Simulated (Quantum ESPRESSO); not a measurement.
## Si6AlN (a curve over strain)

Simulated, not a measurement. The program is pw.x of Quantum ESPRESSO 7.5 (plane-wave density functional theory). The cell is made up: 8 atoms on a zincblende/diamond lattice, with randomly drawn elements, strain and displacements, not relaxed. PseudoDojo standard norm-conserving files (v0.5 for PBE, v0.4.1 for LDA and PBEsol) set the functional; there is no spin polarisation, spin-orbit coupling or dispersion term, and the masses in the input are unused placeholders.

Seven runs add a strain to one cell (the same linear strain along x, y and z); the atoms follow the cell and are not relaxed. Stress in the table is positive in tension.

Input of the run at +0.0010:

```
&control calculation='scf', pseudo_dir='./dojo.nc.sr.pbe.v0_5.standard.upf', outdir='./o', disk_io='medium', tprnfor=.true., tstress=.true. /
&system ibrav=0, nat=8, ntyp=3, nbnd=26, ecutwfc=84.00895049, nosym=.true., tot_charge=0,
 occupations='smearing', smearing='fd', degauss=0.0073498644
/
&electrons conv_thr=7.350e-09, electron_maxstep=60, /
ATOMIC_SPECIES
Al 1.0 Al.upf
N 1.0 N.upf
Si 1.0 Si.upf
CELL_PARAMETERS angstrom
5.3631 0.0285 0.0387
0.0285 5.4818 0.0141
0.0387 0.0141 5.3381
ATOMIC_POSITIONS angstrom
Si -0.0416 -0.0348 0.0152
Al 0.0513 2.8034 2.6133
Si 2.6929 -0.0464 2.6124
N 2.6541 2.786 0.0105
Si 1.3266 1.3946 1.3404
Si 1.4332 4.1215 4.0365
Si 3.9951 1.427 4.0542
Si 3.9466 4.1437 1.415
K_POINTS automatic
6 6 6 1 1 1
```

```
added strain  free energy less that of the input shown (eV)  stress xx (GPa)  stress yy (GPa)  stress zz (GPa)  stress xy (GPa)  pressure (GPa)  iterations
     -0.0237                                         0.0956            -5.92            -3.58            -5.05             3.99            4.85          11
     -0.0132                                        -0.0017            -2.74            -0.59            -2.00             3.50            1.78          11
     -0.0109                                        -0.0112            -2.10             0.01            -1.39             3.41            1.16          11
     +0.0010                                         0.0000             0.91             2.83             1.49             2.92           -1.75          11
     +0.0068                                         0.0410             2.21             4.04             2.73             2.71           -2.99          11
     +0.0164                                         0.1549             4.13             5.85             4.57             2.38           -4.85          11
     +0.0228                                         0.2599             5.27             6.91             5.66             2.17           -5.95          11
```

A cubic fit gives a slope of stress xx against the added strain of 236 GPa at zero added strain, with the atoms clamped. Across the table the free energy follows the integral of the stress to within 0.7 meV. A rerun of one of the cells at 1437 eV and a 8 x 8 x 8 mesh moved values by no more than 0.004 eV in energy, 0.03 GPa in stress and 0.017 eV/Å in force.